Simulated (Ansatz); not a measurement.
Al (fcc, Cu type)

```yaml
crystal:
  lattice:
    - [4.03999, 0.00000, 0.00000]
    - [0.00000, 4.03999, 0.00000]
    - [0.00000, 0.00000, 4.03999]
  atoms:
    - { symbol: Al, position: [0.00000, 0.00000, 0.00000] }
    - { symbol: Al, position: [0.50000, 0.50000, 0.00000] }
    - { symbol: Al, position: [0.50000, 0.00000, 0.50000] }
    - { symbol: Al, position: [0.00000, 0.50000, 0.50000] }
```

In this cell atom 4 (Al, nearest neighbour Al at 2.857 Å; its periodic images, 4.0 Å or more away, move with it) is moved by u·(1.000, 0.000, 0.000) + v·(0.000, 0.000, 1.000); the rest is frozen.

The numbers are results of PBE (plane waves to 420 eV, PAW, scalar-relativistic; Ansatz, a first-principles code), not measurements. k mesh 9×9×9 (Γ-centred), Fermi-Dirac smearing 0.05 eV. The energy includes the smearing's −TS. With partly filled bands, energies and forces of such displacements shift with the k mesh and the smearing. On this mesh the relaxed cell isn't quite at rest: it carries a pressure of 0.2 GPa (compression positive) at the zero of the scan. Al was relaxed with its symmetry unable to fall. The PAW data are Ansatz's earlier set. The zero of ΔE is the undisplaced structure. Axes are in Å.

```csv
ΔE (eV/cell),u = -0.710,u = -0.355,u = 0.000,u = 0.355,u = 0.710
v = -0.710,(withheld),1.925,1.247,1.925,(withheld)
v = -0.355,1.925,0.661,(withheld),0.661,1.925
v = 0.000,1.247,(withheld),0.000,(withheld),1.247
v = 0.355,1.925,0.661,(withheld),0.661,1.925
v = 0.710,(withheld),1.925,1.247,1.925,(withheld)
```

Question: What belongs in the gaps?

Answer: 
- v = -0.710, u = -0.710: 4.321
- v = -0.710, u = 0.710: 4.321
- v = -0.355, u = 0.000: 0.286
- v = 0.000, u = -0.355: 0.286
- v = 0.000, u = 0.355: 0.286
- v = 0.355, u = 0.000: 0.286
- v = 0.710, u = -0.710: 4.321
- v = 0.710, u = 0.710: 4.321

(For displaced atoms, the force is minus the slope of the energy, and its curvature is a force constant, which sets phonon frequencies.)
